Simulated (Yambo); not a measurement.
Absorption of NaYS2 (space group R-3m, No. 166) with and without the electron-hole interaction (Yambo, LDA bands; 6×6×6 mesh, 6 valence and 10 conduction bands, static screening with 49 bands and a 4 Ry block, scissor 1.74 eV, Tamm-Dancoff; field along x). Axes are Cartesian, with cell vectors (Å) (1.95, 1.13, 6.46), (-1.95, 1.13, 6.46), (0.00, -2.25, 6.46).

```json
[
 {"E (eV)": "3.20", "Im ε, BSE": "0.54", "Im ε, independent quasiparticles": "0.22"},
 {"E (eV)": "3.30", "Im ε, BSE": "0.63", "Im ε, independent quasiparticles": "0.24"},
 {"E (eV)": "3.40", "Im ε, BSE": "0.75", "Im ε, independent quasiparticles": "0.26"},
 {"E (eV)": "3.50", "Im ε, BSE": "0.92", "Im ε, independent quasiparticles": "0.29"},
 {"E (eV)": "3.60", "Im ε, BSE": "1.15", "Im ε, independent quasiparticles": "0.33"},
 {"E (eV)": "3.70", "Im ε, BSE": "1.51", "Im ε, independent quasiparticles": "0.37"},
 {"E (eV)": "3.80", "Im ε, BSE": "2.07", "Im ε, independent quasiparticles": "0.42"},
 {"E (eV)": "3.90", "Im ε, BSE": "3.07", "Im ε, independent quasiparticles": "0.49"},
 {"E (eV)": "4.00", "Im ε, BSE": "4.99", "Im ε, independent quasiparticles": "0.58"},
 {"E (eV)": "4.10", "Im ε, BSE": "8.96", "Im ε, independent quasiparticles": "0.71"},
 {"E (eV)": "4.20", "Im ε, BSE": "14.7", "Im ε, independent quasiparticles": "0.89"},
 {"E (eV)": "4.30", "Im ε, BSE": "15.3", "Im ε, independent quasiparticles": "1.17"},
 {"E (eV)": "4.40", "Im ε, BSE": "13.5", "Im ε, independent quasiparticles": "1.63"},
 {"E (eV)": "4.50", "Im ε, BSE": "12.1", "Im ε, independent quasiparticles": "2.48"},
 {"E (eV)": "4.60", "Im ε, BSE": "10.8", "Im ε, independent quasiparticles": "3.90"},
 {"E (eV)": "4.70", "Im ε, BSE": "8.28", "Im ε, independent quasiparticles": "5.61"},
 {"E (eV)": "4.80", "Im ε, BSE": "5.87", "Im ε, independent quasiparticles": "7.18"},
 {"E (eV)": "4.90", "Im ε, BSE": "4.64", "Im ε, independent quasiparticles": "8.66"},
 {"E (eV)": "5.00", "Im ε, BSE": "3.86", "Im ε, independent quasiparticles": "10.2"},
 {"E (eV)": "5.10", "Im ε, BSE": "3.54", "Im ε, independent quasiparticles": "12.2"},
 {"E (eV)": "5.20", "Im ε, BSE": "3.19", "Im ε, independent quasiparticles": "12.7"},
 {"E (eV)": "5.30", "Im ε, BSE": "3.04", "Im ε, independent quasiparticles": "9.26"},
 {"E (eV)": "5.40", "Im ε, BSE": "3.23", "Im ε, independent quasiparticles": "6.56"},
 {"E (eV)": "5.50", "Im ε, BSE": "3.67", "Im ε, independent quasiparticles": "5.24"},
 {"E (eV)": "5.60", "Im ε, BSE": "4.43", "Im ε, independent quasiparticles": "4.25"},
 {"E (eV)": "5.70", "Im ε, BSE": "4.95", "Im ε, independent quasiparticles": "3.53"},
 {"E (eV)": "5.80", "Im ε, BSE": "4.90", "Im ε, independent quasiparticles": "3.37"},
 {"E (eV)": "5.90", "Im ε, BSE": "5.26", "Im ε, independent quasiparticles": "3.71"},
 {"E (eV)": "6.00", "Im ε, BSE": "5.57", "Im ε, independent quasiparticles": "4.11"},
 {"E (eV)": "6.10", "Im ε, BSE": "6.01", "Im ε, independent quasiparticles": "4.29"},
 {"E (eV)": "6.20", "Im ε, BSE": "7.13", "Im ε, independent quasiparticles": "4.35"},
 {"E (eV)": "6.30", "Im ε, BSE": "8.68", "Im ε, independent quasiparticles": "4.26"},
 {"E (eV)": "6.40", "Im ε, BSE": "10.9", "Im ε, independent quasiparticles": "4.00"},
 {"E (eV)": "6.50", "Im ε, BSE": "12.1", "Im ε, independent quasiparticles": "3.86"},
 {"E (eV)": "6.60", "Im ε, BSE": "10.7", "Im ε, independent quasiparticles": "4.17"},
 {"E (eV)": "6.70", "Im ε, BSE": "11.3", "Im ε, independent quasiparticles": "4.78"},
 {"E (eV)": "6.80", "Im ε, BSE": "11.1", "Im ε, independent quasiparticles": "5.75"},
 {"E (eV)": "6.90", "Im ε, BSE": "9.79", "Im ε, independent quasiparticles": "5.98"},
 {"E (eV)": "7.00", "Im ε, BSE": "9.64", "Im ε, independent quasiparticles": "5.83"},
 {"E (eV)": "7.10", "Im ε, BSE": "9.38", "Im ε, independent quasiparticles": "6.09"},
 {"E (eV)": "7.20", "Im ε, BSE": "9.38", "Im ε, independent quasiparticles": "6.66"},
 {"E (eV)": "7.30", "Im ε, BSE": "8.56", "Im ε, independent quasiparticles": "7.29"},
 {"E (eV)": "7.40", "Im ε, BSE": "8.31", "Im ε, independent quasiparticles": "7.41"},
 {"E (eV)": "7.50", "Im ε, BSE": "7.61", "Im ε, independent quasiparticles": "7.29"},
 {"E (eV)": "7.60", "Im ε, BSE": "7.20", "Im ε, independent quasiparticles": "7.63"},
 {"E (eV)": "7.70", "Im ε, BSE": "6.53", "Im ε, independent quasiparticles": "8.13"},
 {"E (eV)": "7.80", "Im ε, BSE": "6.89", "Im ε, independent quasiparticles": "8.88"},
 {"E (eV)": "7.90", "Im ε, BSE": "6.83", "Im ε, independent quasiparticles": "9.30"},
 {"E (eV)": "8.00", "Im ε, BSE": "6.43", "Im ε, independent quasiparticles": "8.86"},
 {"E (eV)": "8.10", "Im ε, BSE": "5.19", "Im ε, independent quasiparticles": "8.70"},
 {"E (eV)": "8.20", "Im ε, BSE": "4.62", "Im ε, independent quasiparticles": "8.72"},
 {"E (eV)": "8.30", "Im ε, BSE": "4.12", "Im ε, independent quasiparticles": "8.57"},
 {"E (eV)": "8.40", "Im ε, BSE": "4.25", "Im ε, independent quasiparticles": "8.79"},
 {"E (eV)": "8.50", "Im ε, BSE": "3.85", "Im ε, independent quasiparticles": "8.84"},
 {"E (eV)": "8.60", "Im ε, BSE": "3.60", "Im ε, independent quasiparticles": "8.33"},
 {"E (eV)": "8.70", "Im ε, BSE": "3.50", "Im ε, independent quasiparticles": "8.30"},
 {"E (eV)": "8.80", "Im ε, BSE": "3.54", "Im ε, independent quasiparticles": "7.97"},
 {"E (eV)": "8.90", "Im ε, BSE": "3.34", "Im ε, independent quasiparticles": "7.15"},
 {"E (eV)": "9.00", "Im ε, BSE": "3.13", "Im ε, independent quasiparticles": "6.34"},
 {"E (eV)": "9.10", "Im ε, BSE": "2.93", "Im ε, independent quasiparticles": "6.03"},
 {"E (eV)": "9.20", "Im ε, BSE": "2.77", "Im ε, independent quasiparticles": "5.86"},
 {"E (eV)": "9.30", "Im ε, BSE": "2.64", "Im ε, independent quasiparticles": "5.77"},
 {"E (eV)": "9.40", "Im ε, BSE": "2.59", "Im ε, independent quasiparticles": "5.83"},
 {"E (eV)": "9.50", "Im ε, BSE": "2.64", "Im ε, independent quasiparticles": "5.42"},
 {"E (eV)": "9.60", "Im ε, BSE": "2.47", "Im ε, independent quasiparticles": "4.76"},
 {"E (eV)": "9.70", "Im ε, BSE": "2.57", "Im ε, independent quasiparticles": "4.42"},
 {"E (eV)": "9.80", "Im ε, BSE": "2.50", "Im ε, independent quasiparticles": "4.41"},
 {"E (eV)": "9.90", "Im ε, BSE": "2.55", "Im ε, independent quasiparticles": "4.56"},
 {"E (eV)": "10.00", "Im ε, BSE": "2.25", "Im ε, independent quasiparticles": "4.38"},
 {"E (eV)": "10.10", "Im ε, BSE": "2.27", "Im ε, independent quasiparticles": "4.08"}
]
```

The scissor comes from a G0W0 run whose convergence isn't established. Broadening 0.15 eV. The band window holds all transitions up to 11.8 eV. Fine structure above the onset can come from the mesh.

Geometry relaxed with LDA; primitive cell a = b = c = 6.8378 Å, α = β = γ = 33.12°.
